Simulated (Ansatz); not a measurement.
A geometry of AlNi away from equilibrium: the start of the relaxation of a relaxed AlNi cell, doubled along one cell vector, shaken by Gaussian noise of σ = 0.08 Å a coordinate. All values below come from r2SCAN (plane waves to 500 eV, PAW, scalar-relativistic; Ansatz, a first-principles code). Γ-centred k-mesh 12×9×4 on the run's cell (coarser than for final values), Fermi–Dirac smearing 0.05 eV.

```xyz
8
Lattice="2.6947 0.0000 0.0000 0.0000 3.5838 0.0000 0.0000 0.0000 10.1098" Properties=species:S:1:pos:R:3 pbc="T T T"
Al    -0.1109    -0.0055     3.4433
Al     0.0166     0.0953     8.4453
Al     1.3457     1.7990     1.6845
Al     1.3649     1.8796     6.7029
Ni    -0.0481    -0.0514     0.6337
Ni    -0.1350    -0.0259     5.7501
Ni     1.3756     1.8376     4.2075
Ni     1.3086     1.7568     9.3300
```

Task: Give the Cartesian forces on all atoms (eV/Å).

Result: 
```csv
atom,Fx,Fy,Fz
Al1,0.80,0.51,-1.58
Al2,-0.22,-0.97,-1.36
Al3,-0.26,-0.32,0.04
Al4,-0.60,-0.81,0.45
Ni5,0.11,0.35,0.93
Ni6,0.71,0.90,0.46
Ni7,-0.79,-0.61,0.78
Ni8,0.24,0.95,0.28
```

Task: What is the pressure?

Result: +3.2 GPa, compression positive.

No spin polarisation in the result. A magnetic state may lie lower.

The end of the path is a generated cell of AlNi: the first start was made by placing the elements on the sites of a structure type, and the end was not matched to a known phase here, so it may be hypothetical. Known forms of AlNi include space group No. 221.
